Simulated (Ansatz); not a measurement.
Here is the system:

BeTe:
```
BeTe
1.0
    3.91153     0.00000     0.00000
   -1.95577     3.38749     0.00000
    0.00000     0.00000     6.46347
Be Te
2 2
Direct
  0.66667   0.33333   0.50081
  0.33333   0.66667   0.00081
  0.66667   0.33333   0.87419
  0.33333   0.66667   0.37419
```

This is the LDA-relaxed structure. Cartesian axes are those of the cell as given.

Task: All from the program Ansatz at the LDA level (PAW), unless another level is named. Predict the smallest direct gap on the standard path.

Result: 2.85 eV.

Task: Give the band gap.

Result: 2.06 eV (indirect).

Task: And the electron effective mass?

Result: 0.27, 0.45, 0.45 mₑ (principal values).

Task: And the hole effective mass, band 1 of 2 at the edge?

Result: 0.85 along x, 0.78 along z (mₑ).

Task: And the conduction-band minimum?

Result: at K (2 equivalent valleys).

Space group P6_3mc (wurtzite). The workflow started from a Materials Project entry (that database holds measured and hypothetical structures alike); the Crystallography Open Database copy checked does not list it. COD files the formula under space group No. 216, so this cell is another polymorph or a model. Whether it is the stable phase at ambient conditions was not checked. The cell was relaxed with LDA under the symmetry of its start; of distortions, only those at the zone centre were tested. Scalar-relativistic: spin–orbit coupling is off unless named, which matters more the heavier the elements.

Potentials: the later of the program's two PAW sets.
